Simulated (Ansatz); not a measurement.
# Kick test of a cell of Fe2Co3

It was reached by relaxing an invented guess, and it needn't be the stable form of this composition.

These are results of Ansatz 0.2.0, DFT PBE, scalar-relativistic, plane waves, PAW, not measurements. Cutoff 420 eV; k points 12×12×12 on the computed 5-atom cell (Γ-centred); Gaussian smearing, width 0.10 eV; collinear spin from starting moments 2.9 2.9 2.0 2.1 2.0 μB.

The cell below (5 atoms, space group R-3m (No. 166)) is relaxed within its symmetry.

```
Fe Co
1.0
     2.00669    1.15856    4.07546
    -2.00669    1.15856    4.07546
     0.00000   -2.31713    4.07546
Fe Co
2 3
Direct
  0.79961 0.79961 0.79961
  0.20038 0.20038 0.20038
  0.60102 0.60102 0.60102
  0.00000 0.00000 0.00000
  0.39898 0.39898 0.39898
```

For the test a repeat of it with 10 atoms (edges 4.01, 4.69, 6.95 Å) was strained at random (σ = 1.5 % a component), the atoms were moved at random (σ = 0.10 Å), and all was relaxed again on a coarse 6×6×4 mesh (in the run’s order of axes) with 0.20 eV smearing, with no symmetry imposed.

Another magnetic order may lie lower.

Question: What happens?

Answer: It returns, within 1 meV/atom of the unmoved cell on that mesh and with the same symmetry when read at 0.1 Å. No instability shows in this cell; modes of other wave vectors, which need another repeat, aren't tested.
